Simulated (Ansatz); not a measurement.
Relaxation of a relaxed ScOF cell squeezed uniformly to 70 % of its volume; 6 atoms in the cell, which starts as P4/nmm, origin choice 1 (No. 129), tP6; a = b = 3.1765 Å, c = 4.5235 Å, α = β = γ = 90.00°. The numbers are results of PBEsol (plane waves to 420 eV, PAW, scalar-relativistic; Ansatz, a first-principles code), not measurements. Γ-centred k-mesh 7×7×5 on the run's cell (coarser than for final values), Fermi–Dirac smearing 0.05 eV. This is the first round of the run. 

The optimiser's lines from the output (shortened; P is positive under compression):

```
relax step   1: F+E_penalty+E_count = -6951.28085139 eV  Δ(F+E_penalty+E_count) = +0.000e0 eV  max|allowed force component| = 4.479e0 eV/Å  Δτ_max = 0.0000 Å  P = +128.796 GPa  Ω = 45.644 Å³  (8 SCF iters, dr2 threshold 1.00e-7 eV, accepted)
relax step   2: F+E_penalty+E_count = -6955.19341355 eV  Δ(F+E_penalty+E_count) = -3.913e0 eV  max|allowed force component| = 1.624e0 eV/Å  Δτ_max = 0.0138 Å  P = +52.256 GPa  Ω = 52.774 Å³  (8 SCF iters, dr2 threshold 6.00e-7 eV, accepted)
relax step   3: F+E_penalty+E_count = -6956.37880634 eV  Δ(F+E_penalty+E_count) = -1.185e0 eV  max|allowed force component| = 3.037e-1 eV/Å  Δτ_max = 0.0026 Å  P = +11.440 GPa  Ω = 59.147 Å³  (8 SCF iters, dr2 threshold 6.00e-7 eV, accepted)
relax step   4: F+E_penalty+E_count = -6956.45124279 eV  Δ(F+E_penalty+E_count) = -7.244e-2 eV  max|allowed force component| = 3.883e-2 eV/Å  Δτ_max = 0.0016 Å  P = +1.249 GPa  Ω = 61.227 Å³  (7 SCF iters, dr2 threshold 6.00e-7 eV, accepted)
relax step   5: F+E_penalty+E_count = -6956.45086409 eV  Δ(F+E_penalty+E_count) = +3.787e-4 eV  max|allowed force component| = 1.654e-2 eV/Å  Δτ_max = 0.0007 Å  P = -0.131 GPa  Ω = 61.537 Å³  (6 SCF iters, dr2 threshold 6.00e-7 eV, accepted)
relax step   6: F+E_penalty+E_count = -6956.45161016 eV  Δ(F+E_penalty+E_count) = -7.461e-4 eV  max|allowed force component| = 1.743e-3 eV/Å  Δτ_max = 0.0006 Å  P = +0.002 GPa  Ω = 61.505 Å³  (4 SCF iters, dr2 threshold 6.00e-7 eV, accepted)
relax step   7: F+E_penalty+E_count = -6956.94100704 eV  Δ(F+E_penalty+E_count) = -4.894e-1 eV  max|allowed force component| = 1.750e-3 eV/Å  Δτ_max = 0.0000 Å  P = +10.502 GPa  Ω = 61.505 Å³  stress off target by 1.06e1 GPa  SCF on the basis re-selected at this cell (its energy is not comparable with the rows above)  (9 SCF iters)
relax step   8: F+E_penalty+E_count = -6957.02787890 eV  Δ(F+E_penalty+E_count) = -8.687e-2 eV  max|allowed force component| = 2.564e-1 eV/Å  Δτ_max = 0.0189 Å  P = +2.775 GPa  Ω = 64.198 Å³  (7 SCF iters, dr2 threshold 6.00e-7 eV, accepted)
relax step   9: F+E_penalty+E_count = -6957.02931502 eV  Δ(F+E_penalty+E_count) = -1.436e-3 eV  max|allowed force component| = 5.260e-2 eV/Å  Δτ_max = 0.0058 Å  P = -0.221 GPa  Ω = 65.167 Å³  (7 SCF iters, dr2 threshold 6.00e-7 eV, accepted)
relax step  10: F+E_penalty+E_count = -6957.02987632 eV  Δ(F+E_penalty+E_count) = -5.613e-4 eV  max|allowed force component| = 4.261e-3 eV/Å  Δτ_max = 0.0016 Å  P = +0.000 GPa  Ω = 65.118 Å³  (5 SCF iters, dr2 threshold 2.81e-7 eV, accepted)
relax step  11: F+E_penalty+E_count = -6957.02994091 eV  Δ(F+E_penalty+E_count) = -6.459e-5 eV  max|allowed force component| = 1.494e-4 eV/Å  Δτ_max = 0.0001 Å  P = +0.007 GPa  Ω = 65.111 Å³  (4 SCF iters, dr2 threshold 2.43e-8 eV, accepted)
relax step  12: F+E_penalty+E_count = -6957.05616517 eV  Δ(F+E_penalty+E_count) = -2.622e-2 eV  max|allowed force component| = 4.544e-4 eV/Å  Δτ_max = 0.0000 Å  P = +0.214 GPa  Ω = 65.111 Å³  stress off target by 2.43e-1 GPa  SCF on the basis re-selected at this cell (its energy is not comparable with the rows above)  (8 SCF iters)
relax step  13: F+E_penalty+E_count = -6957.05579676 eV  Δ(F+E_penalty+E_count) = +3.684e-4 eV  max|allowed force component| = 2.321e-4 eV/Å  Δτ_max = 0.0003 Å  P = +0.002 GPa  Ω = 65.197 Å³  (5 SCF iters, dr2 threshold 1.47e-7 eV, accepted)
relax step  14: F+E_penalty+E_count = -6957.05605200 eV  Δ(F+E_penalty+E_count) = -2.552e-4 eV  max|allowed force component| = 3.635e-4 eV/Å  Δτ_max = 0.0000 Å  P = +0.005 GPa  Ω = 65.197 Å³  stress off target by 4.94e-3 GPa  SCF on the basis re-selected at this cell (its energy is not comparable with the rows above)  (7 SCF iters)
```

From the first to the last row the energy changes by -0.96 eV/atom and the volume by +42.8 %. The last row is marked as not comparable with the walk above it, whose basis was carried along; it does compare with step 1, since both stand on a basis selected at the nominal cutoff for their own cell.

Energy and pressure jump between steps 6 and 7 at one geometry, where the plane-wave basis was selected anew. While the cell walks, the set of plane waves is carried along, so its effective cutoff drifts with the strain; re-selecting it at 420 eV moved the energy by -0.082 eV/atom and the pressure by 10.5 GPa. Only step 1 and rows on a re-selected basis compare with each other.

Later rounds, restarted from the end of this one on a renewed k-mesh, logged 2 more steps and released under 1 meV/atom more. The final structure after all rounds: P4/nmm, origin choice 1 (No. 129), tP6; a = b = 3.577 Å, c = 5.094 Å, α = β = γ = 90.00°. Between re-selections the logged energies stand on a plane-wave basis carried along with the cell. No spin polarisation in the result.

The run could not lose the symmetry of its start.

The cell that was disturbed is our relaxation of an entry of Materials Project.
